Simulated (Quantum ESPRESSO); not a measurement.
Ti3GaLiRhAl2, input and log of a self-consistent run

Computed values, not a measurement. The program is pw.x of Quantum ESPRESSO 7.5 (plane-wave density functional theory). The cell is made up: eight metal atoms on a face-centred cubic lattice, with elements, volume, strain and displacements drawn at random and not relaxed, so it may be unstable or far from any real phase. PseudoDojo standard norm-conserving files set the functional (PBE unless stated); there is no spin polarisation or spin-orbit coupling, the Fermi-Dirac width of 0.25 eV means electrons at about 2900 K, and the masses in the input are unused placeholders. A spin test at this wide smearing found no moment, but such smearing suppresses magnetism that the real alloy may have.

Input:

```
&control calculation='scf', pseudo_dir='./dojo.nc.sr.pbe.v0_5.standard.upf', outdir='./o', disk_io='minimal', tprnfor=.true., tstress=.true. /
&system ibrav=0, nat=8, ntyp=5, nbnd=51, ecutwfc=87.97787729, nosym=.true., tot_charge=0,
 occupations='smearing', smearing='fd', degauss=0.0183746611
/
&electrons conv_thr=1.470e-08, electron_maxstep=70, mixing_beta=0.5 /
ATOMIC_SPECIES
Al 1.0 Al.upf
Ga 1.0 Ga.upf
Li 1.0 Li.upf
Rh 1.0 Rh.upf
Ti 1.0 Ti.upf
CELL_PARAMETERS angstrom
1.9291 3.9485 1.9917
2.019 -4.0366 2.0781
1.9309 0.0423 -6.0614
ATOMIC_POSITIONS angstrom
Ti -0.0275 -0.0024 -0.0249
Ga 1.9656 -2.083 0.0089
Li 1.9581 0.0203 -2.0332
Ti 3.8295 -2.0068 -1.9922
Rh 2.0333 -0.0425 2.0352
Al 1.9486 1.8975 -0.0444
Ti 3.9193 -0.0304 0.0052
Al 3.9008 1.9429 -2.0593
K_POINTS automatic
6 6 4 1 1 1
```

The log is shortened where brackets say so; the opening notice, blank lines, dates and the lines on written files are dropped, and the path of the files is cut. It prints rydbergs, bohrs and kilobars, and counts compression as positive stress. Its total energy is the free energy E - TS of the whole cell.

```
     Program PWSCF v.7.5
     Parallel version (MPI & OpenMP), running on       4 processor cores
     Number of MPI processes:                 4
     Threads/MPI process:                     1
     [start-up lines left out]
     bravais-lattice index     =            0
     lattice parameter (alat)  =       9.1176  a.u.
     unit-cell volume          =     856.2955 (a.u.)^3
     number of atoms/cell      =            8
     number of atomic types    =            5
     number of electrons       =        75.00
     number of Kohn-Sham states=           51
     kinetic-energy cutoff     =      87.9779  Ry
     charge density cutoff     =     351.9115  Ry
     scf convergence threshold =      1.5E-08
     mixing beta               =       0.5000
     number of iterations used =            8  plain     mixing
     Exchange-correlation= PBE
                           (   1   4   3   4   0   0   0)
     [axes and pseudopotential details left out]
   Cartesian axes
     site n.     atom                  positions (alat units)
         1        Ti     tau(   1) = (  -0.0056997  -0.0004974  -0.0051608  )
         2        Ga     tau(   2) = (   0.4073929  -0.4317254   0.0018446  )
         3        Li     tau(   3) = (   0.4058385   0.0042074  -0.4214038  )
         4        Ti     tau(   4) = (   0.7937073  -0.4159321  -0.4129061  )
         5        Rh     tau(   5) = (   0.4214245  -0.0088086   0.4218183  )
         6        Al     tau(   6) = (   0.4038695   0.3932784  -0.0092024  )
         7        Ti     tau(   7) = (   0.8123194  -0.0063007   0.0010778  )
         8        Al     tau(   8) = (   0.8084851   0.4026881  -0.4268133  )
     number of k points=    72  Fermi-Dirac smearing, width (Ry)=  0.0184
                       cart. coord. in units 2pi/alat
        k(    1) = (   0.2305658   0.0023141  -0.0260345), wk =   0.0277778
        k(    2) = (   0.3849904   0.0024318  -0.1758388), wk =   0.0277778
     [further k points left out]
     Dense  grid:    95417 G-vectors     FFT dimensions: (  60,  60,  72)
     Estimated max dynamical RAM per process >     315.21 MB
     Estimated total dynamical RAM >       1.16 GB
     Initial potential from superposition of free atoms
     starting charge      74.9825, renormalised to      75.0000
     Starting wfcs are   59 randomized atomic wfcs
     total cpu time spent up to now is        5.8 secs
     per-process dynamical memory:   255.2 Mb
     Self-consistent Calculation
     iteration #  1     ecut=    87.98 Ry     beta= 0.50
     Davidson diagonalization with overlap
     ethr =  1.00E-02,  avg # of iterations =  3.0
     total cpu time spent up to now is       18.6 secs
     total energy              =    -766.54760395 Ry
     estimated scf accuracy    <       1.67283023 Ry
     iteration #  2     ecut=    87.98 Ry     beta= 0.50
     Davidson diagonalization with overlap
     ethr =  2.23E-03,  avg # of iterations =  3.3
     total cpu time spent up to now is       31.2 secs
     total energy              =    -766.83973843 Ry
     estimated scf accuracy    <      11.02103140 Ry
     iteration #  3     ecut=    87.98 Ry     beta= 0.50
     Davidson diagonalization with overlap
     ethr =  2.23E-03,  avg # of iterations =  3.4
     total cpu time spent up to now is       42.2 secs
     total energy              =    -767.46868367 Ry
     estimated scf accuracy    <       2.01873083 Ry
     iteration #  4     ecut=    87.98 Ry     beta= 0.50
     Davidson diagonalization with overlap
     ethr =  2.23E-03,  avg # of iterations =  1.2
     total cpu time spent up to now is       51.0 secs
     total energy              =    -767.53620222 Ry
     estimated scf accuracy    <       0.42933559 Ry
     iteration #  5     ecut=    87.98 Ry     beta= 0.50
     Davidson diagonalization with overlap
     ethr =  5.72E-04,  avg # of iterations =  2.1
     total cpu time spent up to now is       60.7 secs
     total energy              =    -767.52064846 Ry
     estimated scf accuracy    <       0.15053426 Ry
     [iterations 6 to 11 left out]
     iteration # 12     ecut=    87.98 Ry     beta= 0.50
     Davidson diagonalization with overlap
     ethr =  1.64E-08,  avg # of iterations =  1.9
     total cpu time spent up to now is      144.9 secs
     total energy              =    -767.56211020 Ry
     estimated scf accuracy    <       0.00000643 Ry
     iteration # 13     ecut=    87.98 Ry     beta= 0.50
     Davidson diagonalization with overlap
     ethr =  8.58E-09,  avg # of iterations =  2.0
     total cpu time spent up to now is      154.8 secs
     total energy              =    -767.56211067 Ry
     estimated scf accuracy    <       0.00000016 Ry
     iteration # 14     ecut=    87.98 Ry     beta= 0.50
     Davidson diagonalization with overlap
     ethr =  2.11E-10,  avg # of iterations =  5.2
     total cpu time spent up to now is      168.0 secs
     total energy              =    -767.56211072 Ry
     estimated scf accuracy    <       0.00000013 Ry
     iteration # 15     ecut=    87.98 Ry     beta= 0.50
     Davidson diagonalization with overlap
     ethr =  1.79E-10,  avg # of iterations =  1.1
     total cpu time spent up to now is      177.1 secs
     total energy              =    -767.56211072 Ry
     estimated scf accuracy    <       0.00000002 Ry
     iteration # 16     ecut=    87.98 Ry     beta= 0.50
     Davidson diagonalization with overlap
     ethr =  3.02E-11,  avg # of iterations =  2.1
     total cpu time spent up to now is      187.2 secs
     End of self-consistent calculation
     [lines on levels left out]
!    total energy              =    -767.56211072 Ry
     estimated scf accuracy    <          2.0E-09 Ry
     smearing contrib. (-TS)   =      -0.10905793 Ry
     internal energy E=F+TS    =    -767.45305279 Ry
     The total energy is F=E-TS. E is the sum of the following terms:
     one-electron contribution =    -358.68736526 Ry
     hartree contribution      =     212.55072179 Ry
     xc contribution           =    -139.94126239 Ry
     ewald contribution        =    -481.37514694 Ry
     convergence has been achieved in  16 iterations
     Forces acting on atoms (cartesian axes, Ry/au):
     atom    1 type  5   force =    -0.00230909   -0.01374551    0.01186966
     atom    2 type  2   force =     0.00495813    0.01435953    0.00482656
     atom    3 type  3   force =    -0.00162200   -0.00043459   -0.00630053
     atom    4 type  5   force =     0.03825596    0.00169384   -0.01133735
     atom    5 type  4   force =    -0.01471941   -0.00833564   -0.00248075
     atom    6 type  1   force =    -0.00726572    0.01871067    0.00630677
     atom    7 type  5   force =    -0.01410929   -0.01994545    0.01038515
     atom    8 type  1   force =    -0.00318858    0.00769715   -0.01326951
     Total force =     0.062545     Total SCF correction =     0.000109
     Computing stress (Cartesian axis) and pressure
          total   stress  (Ry/bohr**3)                   (kbar)     P=       -6.90
   0.00000430   0.00007225   0.00007189            0.63       10.63       10.58
   0.00007225  -0.00013635   0.00005506           10.63      -20.06        8.10
   0.00007189   0.00005506  -0.00000868           10.58        8.10       -1.28
     init_run     :      5.45s CPU      5.68s WALL (       1 calls)
     electrons    :    179.99s CPU    181.37s WALL (       1 calls)
     forces       :      1.66s CPU      1.68s WALL (       1 calls)
     stress       :      5.64s CPU      5.65s WALL (       1 calls)
     [timing details left out]
     PWSCF        :   3m12.91s CPU   3m14.60s WALL
     JOB DONE.
```

In other units: free energy -10443.215 eV for the cell, pressure -0.69 GPa, largest force component 0.984 eV/Å in size. The run took 196 s of wall time with four MPI processes on a shared machine (Intel Xeon, 2023 or later, virtual cores), so the time is rough. A rerun of this cell at a higher cutoff and on a denser mesh moved values by no more than 0.002 eV in energy, 0.02 GPa in stress and 0.003 eV/Å in force, and a second program with other atomic files agreed on that cell to 2 % rms in force and 0.5 GPa in pressure.